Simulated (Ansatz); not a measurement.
Zone-centre modes in MgO

Computed with DFT PBE, scalar-relativistic, plane waves, PAW (Ansatz). Cutoff 420 eV, Γ-centred 8×8×6 k-points, Gaussian smearing of 0.05 eV. No spin polarisation.

The undisturbed cell (as given, not relaxed at this level):

```xyz
4
Lattice="0.0000 -2.1351 -2.1351 0.0000 2.1351 -2.1351 4.2703 0.0000 0.0000" Properties=species:S:1:pos:R:3 pbc="T T T"
Mg    2.1351    0.0000   -2.1351
Mg    0.0000    0.0000    0.0000
O     0.0000    0.0000   -2.1351
O     2.1351    0.0000    0.0000
```

Harmonic modes by finite displacements of 0.02 Å, without the LO–TO term. The cell doubles the primitive one, so its zone centre also holds the primitive cell's point q = (0, 1/2, 1/2).

At this geometry, is the structure stable against these modes?

Yes: no mode is imaginary beyond 10 cm⁻¹, and only the three translations lie near zero.

List the wavenumbers in cm⁻¹.

0, 0, 0, 277, 277, 354, 354, 354, 392, 408, 408, 519.

Cost: 1 run of about 0.23 core-minutes, on Intel Xeon Platinum 8259CL (Skylake/Cascade Lake) (shared hosts).